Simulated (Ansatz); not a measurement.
Relaxed TiO2 (anatase):

```
TiO2
1.0
   -1.89940     1.89940     4.85040
    1.89940    -1.89940     4.85040
    1.89940     1.89940    -4.85040
Ti O
2 4
Cartesian
  0.00000   0.00000   4.85040
  1.89940   0.00000   2.42520
  0.00000   0.00000   2.84765
  1.89940   0.00000   0.42244
  1.89940   0.00000   4.42796
  1.89940   1.89940   2.00276
```

A phonon eigenvector at Γ is frozen into this cell: atom i moves by Q times the vector below, so Q is the largest atomic displacement, in Å. The cell is held. It is one choice among 2 degenerate patterns.

```csv
atom,x,y,z
Ti1,0.000,-0.054,0.000
Ti2,0.000,-0.054,0.000
O3,0.000,-0.837,0.000
O4,0.000,1.000,0.000
O5,0.000,-0.837,0.000
O6,0.000,1.000,0.000
```

The numbers are results of PBE (plane waves to 420 eV, PAW, scalar-relativistic; Ansatz, a program for electronic structure), not measurements. k mesh 12×12×12 (Γ-centred), Fermi-Dirac smearing 0.05 eV. Energies are smeared free energies. Stress and pressure are positive under compression. Left out: 2 of 13 points, with atoms too close for the PAW data. TiO2 is run without spin polarisation. TiO2 was relaxed with its symmetry unable to fall. ΔE is measured from the undisplaced structure.

```csv
Q (Å),ΔE (meV/cell),−dE/dQ from forces (eV/Å),P (GPa)
-0.233,1007,9.925,9.1
-0.187,609,7.194,5.7
-0.140,327,4.959,3.2
-0.093,141,3.097,1.4
-0.047,34,1.485,0.3
0.000,0,0.000,0.0
0.047,34,-1.485,0.3
0.093,141,-3.097,1.4
0.140,327,-4.959,3.2
0.187,609,-7.194,5.7
0.233,1007,-9.925,9.1
```

Key numbers:

- Energy at Q = 0.233 Å: 1007 meV/cell
- Space group of the distorted cell: Ima2 (No. 46), lowered from I4_1/amd
- Symmetry of the curve: even: the same for both signs
- Shape of the curve: a single well with its minimum at or next to zero displacement
- Harmonic wavenumber from the curvature (finite differences): 395 cm⁻¹
- Wavenumber by perturbation theory (DFPT, on another k mesh): 395 cm⁻¹

(For displaced atoms, the force is minus the slope of the energy, and its curvature is a force constant, which sets phonon frequencies.)
